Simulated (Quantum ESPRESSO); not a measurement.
# Al4FO4N: one run as intended and one with a planted mistake

Computed values, not a measurement. The program is pw.x of Quantum ESPRESSO 7.5 (plane-wave density functional theory). The cell is made up: 10 atoms on a corundum lattice, with randomly drawn elements, strain and displacements, not relaxed. PseudoDojo standard norm-conserving files (v0.5 for PBE, v0.4.1 for LDA and PBEsol) set the functional; there is no spin polarisation, spin-orbit coupling or dispersion term, and the masses in the input are unused placeholders.

Intended input:

```
&control calculation='scf', pseudo_dir='./dojo.nc.sr.pbe.v0_5.standard.upf', outdir='./o', disk_io='low', tprnfor=.true., tstress=.true. /
&system ibrav=0, nat=10, ntyp=4, nbnd=30, ecutwfc=84.00895049, nosym=.true., tot_charge=0,
 occupations='smearing', smearing='fd', degauss=0.0018374661
/
&electrons conv_thr=7.350e-09, electron_maxstep=60, /
ATOMIC_SPECIES
Al 1.0 Al.upf
F 1.0 F.upf
N 1.0 N.upf
O 1.0 O.upf
CELL_PARAMETERS angstrom
2.5122 1.3716 4.4082
-2.4643 1.42 4.3665
0.0658 -2.8422 4.4034
ATOMIC_POSITIONS angstrom
Al 0.0236 -0.0709 4.6149
Al 0.0002 0.0628 1.8107
Al 0.0834 0.0037 8.5189
Al 0.2896 -0.0295 11.3288
F -0.8643 1.3474 7.5705
O -0.6729 -1.3816 7.7028
O 1.7047 -0.0476 7.7128
N 0.9826 -1.472 5.4787
O 0.7613 1.3148 5.4931
O -1.7314 0.031 5.5082
K_POINTS automatic
5 5 5 1 1 1
```

The log is shortened where brackets say so; the opening notice, blank lines, dates and the lines on written files are dropped, and the path of the files is cut. It prints rydbergs, bohrs and kilobars, and counts compression as positive stress. Where no state is partly filled, the Fermi energy that it prints is only some level between the filled and the empty states on the mesh, and need not lie in the true gap.

Log of the intended run:

```
     Program PWSCF v.7.5
     Parallel version (MPI & OpenMP), running on       4 processor cores
     Number of MPI processes:                 4
     Threads/MPI process:                     1
     [start-up lines left out]
     bravais-lattice index     =            0
     lattice parameter (alat)  =       9.9322  a.u.
     unit-cell volume          =     625.0776 (a.u.)^3
     number of atoms/cell      =           10
     number of atomic types    =            4
     number of electrons       =        48.00
     number of Kohn-Sham states=           30
     kinetic-energy cutoff     =      84.0090  Ry
     charge density cutoff     =     336.0358  Ry
     scf convergence threshold =      7.3E-09
     mixing beta               =       0.7000
     number of iterations used =            8  plain     mixing
     Exchange-correlation= PBE
                           (   1   4   3   4   0   0   0)
     [axes and pseudopotential details left out]
   Cartesian axes
     site n.     atom                  positions (alat units)
         1        Al     tau(   1) = (   0.0044902  -0.0134896   0.8780390  )
         2        Al     tau(   2) = (   0.0000381   0.0119484   0.3445070  )
         3        Al     tau(   3) = (   0.0158678   0.0007040   1.6208209  )
         4        Al     tau(   4) = (   0.0550998  -0.0056127   2.1554374  )
         5        F      tau(   5) = (  -0.1644432   0.2563587   1.4403766  )
         6        O      tau(   6) = (  -0.1280271  -0.2628656   1.4655483  )
         7        O      tau(   7) = (   0.3243392  -0.0090565   1.4674509  )
         8        N      tau(   8) = (   0.1869512  -0.2800653   1.0423871  )
         9        O      tau(   9) = (   0.1448463   0.2501562   1.0451269  )
        10        O      tau(  10) = (  -0.3294192   0.0058981   1.0479998  )
     number of k points=    63  Fermi-Dirac smearing, width (Ry)=  0.0018
                       cart. coord. in units 2pi/alat
        k(    1) = (  -0.0009984   0.0004433   0.1196615), wk =   0.0320000
        k(    2) = (  -0.0040688  -0.2473260   0.1985041), wk =   0.0320000
     [further k points left out]
     Dense  grid:    65031 G-vectors     FFT dimensions: (  60,  60,  60)
     Estimated max dynamical RAM per process >     150.06 MB
     Estimated total dynamical RAM >     552.61 MB
     Initial potential from superposition of free atoms
     starting charge      47.9902, renormalised to      48.0000
     Starting wfcs are   40 randomized atomic wfcs
     total cpu time spent up to now is        2.3 secs
     per-process dynamical memory:   120.4 Mb
     Self-consistent Calculation
     iteration #  1     ecut=    84.01 Ry     beta= 0.70
     Davidson diagonalization with overlap
     ethr =  1.00E-02,  avg # of iterations =  3.2
     total cpu time spent up to now is        5.5 secs
     total energy              =    -220.74742028 Ry
     estimated scf accuracy    <       2.46659249 Ry
     iteration #  2     ecut=    84.01 Ry     beta= 0.70
     Davidson diagonalization with overlap
     ethr =  5.14E-03,  avg # of iterations =  2.3
     total cpu time spent up to now is        8.7 secs
     total energy              =    -221.37553272 Ry
     estimated scf accuracy    <       2.14192518 Ry
     [iterations 3 to 10 left out]
     iteration # 11     ecut=    84.01 Ry     beta= 0.70
     Davidson diagonalization with overlap
     ethr =  5.35E-10,  avg # of iterations =  3.0
     total cpu time spent up to now is       36.5 secs
     total energy              =    -221.80105926 Ry
     estimated scf accuracy    <       0.00000002 Ry
     iteration # 12     ecut=    84.01 Ry     beta= 0.70
     Davidson diagonalization with overlap
     ethr =  4.18E-11,  avg # of iterations =  2.0
     total cpu time spent up to now is       39.5 secs
     End of self-consistent calculation
     [lines on levels left out]
     the Fermi energy is    10.4799 ev
!    total energy              =    -221.80105926 Ry
     estimated scf accuracy    <          6.4E-09 Ry
     smearing contrib. (-TS)   =      -0.00000000 Ry
     internal energy E=F+TS    =    -221.80105926 Ry
     The total energy is F=E-TS. E is the sum of the following terms:
     one-electron contribution =     -46.03762528 Ry
     hartree contribution      =      56.97855015 Ry
     xc contribution           =     -60.32257260 Ry
     ewald contribution        =    -172.41941153 Ry
     convergence has been achieved in  12 iterations
     Forces acting on atoms (cartesian axes, Ry/au):
     atom    1 type  1   force =    -0.04067691   -0.03624568    0.10895131
     atom    2 type  1   force =    -0.06700016   -0.00807351   -0.05324720
     atom    3 type  1   force =    -0.02563959   -0.04386717    0.13343066
     atom    4 type  1   force =    -0.12082777    0.06525939   -0.13472368
     atom    5 type  2   force =     0.01773492    0.01487980    0.02766431
     atom    6 type  4   force =     0.02349507   -0.13518519   -0.03371690
     atom    7 type  4   force =     0.05261801    0.09012671    0.02023967
     atom    8 type  3   force =     0.07117587    0.06765746   -0.04891860
     atom    9 type  4   force =     0.03977097    0.09865630    0.02954443
     atom   10 type  4   force =     0.04934958   -0.11320811   -0.04922402
     Total force =     0.392539     Total SCF correction =     0.000036
     Computing stress (Cartesian axis) and pressure
          total   stress  (Ry/bohr**3)                   (kbar)     P=        4.92
  -0.00001577   0.00018526  -0.00003451           -2.32       27.25       -5.08
   0.00018526   0.00003446  -0.00010151           27.25        5.07      -14.93
  -0.00003451  -0.00010151   0.00008160           -5.08      -14.93       12.00
     init_run     :      2.15s CPU      2.22s WALL (       1 calls)
     electrons    :     37.04s CPU     37.19s WALL (       1 calls)
     forces       :      0.59s CPU      0.60s WALL (       1 calls)
     stress       :      1.93s CPU      1.93s WALL (       1 calls)
     [timing details left out]
     PWSCF        :     41.78s CPU     42.02s WALL
     JOB DONE.
```

A second run has one planted mistake: the cell has the wrong charge. The input lines that differ, file-writing options aside:

```
- &system ibrav=0, nat=10, ntyp=4, nbnd=30, ecutwfc=84.00895049, nosym=.true., tot_charge=0,
+ &system ibrav=0, nat=10, ntyp=4, nbnd=30, ecutwfc=84.00895049, nosym=.true., tot_charge=1,
```

Its log:

```
     Program PWSCF v.7.5
     Parallel version (MPI & OpenMP), running on       4 processor cores
     Number of MPI processes:                 4
     Threads/MPI process:                     1
     [start-up lines left out]
     bravais-lattice index     =            0
     lattice parameter (alat)  =       9.9322  a.u.
     unit-cell volume          =     625.0776 (a.u.)^3
     number of atoms/cell      =           10
     number of atomic types    =            4
     number of electrons       =        47.00
     number of Kohn-Sham states=           30
     kinetic-energy cutoff     =      84.0090  Ry
     charge density cutoff     =     336.0358  Ry
     scf convergence threshold =      7.3E-09
     mixing beta               =       0.7000
     number of iterations used =            8  plain     mixing
     Exchange-correlation= PBE
                           (   1   4   3   4   0   0   0)
     [axes and pseudopotential details left out]
   Cartesian axes
     site n.     atom                  positions (alat units)
         1        Al     tau(   1) = (   0.0044902  -0.0134896   0.8780390  )
         2        Al     tau(   2) = (   0.0000381   0.0119484   0.3445070  )
         3        Al     tau(   3) = (   0.0158678   0.0007040   1.6208209  )
         4        Al     tau(   4) = (   0.0550998  -0.0056127   2.1554374  )
         5        F      tau(   5) = (  -0.1644432   0.2563587   1.4403766  )
         6        O      tau(   6) = (  -0.1280271  -0.2628656   1.4655483  )
         7        O      tau(   7) = (   0.3243392  -0.0090565   1.4674509  )
         8        N      tau(   8) = (   0.1869512  -0.2800653   1.0423871  )
         9        O      tau(   9) = (   0.1448463   0.2501562   1.0451269  )
        10        O      tau(  10) = (  -0.3294192   0.0058981   1.0479998  )
     number of k points=    63  Fermi-Dirac smearing, width (Ry)=  0.0018
                       cart. coord. in units 2pi/alat
        k(    1) = (  -0.0009984   0.0004433   0.1196615), wk =   0.0320000
        k(    2) = (  -0.0040688  -0.2473260   0.1985041), wk =   0.0320000
     [further k points left out]
     Dense  grid:    65031 G-vectors     FFT dimensions: (  60,  60,  60)
     Estimated max dynamical RAM per process >     150.06 MB
     Estimated total dynamical RAM >     552.61 MB
     Initial potential from superposition of free atoms
     starting charge      47.9902, renormalised to      47.0000
     Starting wfcs are   40 randomized atomic wfcs
     total cpu time spent up to now is        2.3 secs
     per-process dynamical memory:   120.4 Mb
     Self-consistent Calculation
     iteration #  1     ecut=    84.01 Ry     beta= 0.70
     Davidson diagonalization with overlap
     ethr =  1.00E-02,  avg # of iterations =  3.1
     total cpu time spent up to now is        5.6 secs
     total energy              =    -221.29083646 Ry
     estimated scf accuracy    <       2.77840916 Ry
     iteration #  2     ecut=    84.01 Ry     beta= 0.70
     Davidson diagonalization with overlap
     ethr =  5.91E-03,  avg # of iterations =  2.0
     total cpu time spent up to now is        8.9 secs
     total energy              =    -221.96069133 Ry
     estimated scf accuracy    <       2.18346007 Ry
     [iterations 3 to 11 left out]
     iteration # 12     ecut=    84.01 Ry     beta= 0.70
     Davidson diagonalization with overlap
     ethr =  3.88E-10,  avg # of iterations =  2.0
     total cpu time spent up to now is       38.8 secs
     total energy              =    -222.43325189 Ry
     estimated scf accuracy    <       0.00000003 Ry
     iteration # 13     ecut=    84.01 Ry     beta= 0.70
     Davidson diagonalization with overlap
     ethr =  5.37E-11,  avg # of iterations =  2.0
     total cpu time spent up to now is       41.7 secs
     End of self-consistent calculation
     [lines on levels left out]
     the Fermi energy is     7.8138 ev
!    total energy              =    -222.43325189 Ry
     estimated scf accuracy    <          1.1E-09 Ry
     smearing contrib. (-TS)   =      -0.00079381 Ry
     internal energy E=F+TS    =    -222.43245809 Ry
     The total energy is F=E-TS. E is the sum of the following terms:
     one-electron contribution =     -47.24534711 Ry
     hartree contribution      =      56.59660342 Ry
     xc contribution           =     -59.36430287 Ry
     ewald contribution        =    -172.41941153 Ry
     convergence has been achieved in  13 iterations
     Forces acting on atoms (cartesian axes, Ry/au):
     atom    1 type  1   force =    -0.06590259    0.00537473    0.06470723
     atom    2 type  1   force =    -0.09998038   -0.06013490   -0.00272373
     atom    3 type  1   force =     0.01817300   -0.02425321    0.09525303
     atom    4 type  1   force =    -0.08950370    0.05125607   -0.10252781
     atom    5 type  2   force =     0.00627367    0.01696779    0.02764293
     atom    6 type  4   force =     0.02950811   -0.10232654   -0.01205941
     atom    7 type  4   force =     0.06235575    0.05942158    0.00514283
     atom    8 type  3   force =     0.06172880    0.07145798   -0.05439291
     atom    9 type  4   force =     0.03709278    0.09295949    0.03275587
     atom   10 type  4   force =     0.04025455   -0.11072300   -0.05379804
     Total force =     0.336280     Total SCF correction =     0.000034
     Computing stress (Cartesian axis) and pressure
          total   stress  (Ry/bohr**3)                   (kbar)     P=     -217.29
  -0.00120379   0.00021509   0.00002714         -177.08       31.64        3.99
   0.00021509  -0.00172269  -0.00048900           31.64     -253.42      -71.93
   0.00002714  -0.00048900  -0.00150475            3.99      -71.93     -221.36
     init_run     :      2.18s CPU      2.24s WALL (       1 calls)
     electrons    :     39.21s CPU     39.35s WALL (       1 calls)
     forces       :      0.58s CPU      0.59s WALL (       1 calls)
     stress       :      1.93s CPU      1.93s WALL (       1 calls)
     [timing details left out]
     PWSCF        :     44.00s CPU     44.23s WALL
     JOB DONE.
```

|  | intended run | run with the mistake |
| --- | --- | --- |
| free energy (eV) | -3017.757 | -3026.359 |
| smearing term -TS (eV) | 0.0000 | -0.0108 |
| pressure (GPa) | 0.49 | -21.73 |
| largest force component (eV/Å) | 3.476 | 2.847 |
| largest change of a force component (eV/Å) |  | 1.339 |
| iterations | 12 | 13 |

For scale, a rerun of the intended cell at a cutoff of 1437 eV and k mesh 7 x 7 x 7 moved values by no more than 0.003 eV in energy, 0.02 GPa in stress and 0.002 eV/Å in force. The charged cell sits in a uniform background, so its energy and stress rest on the program's zero of potential.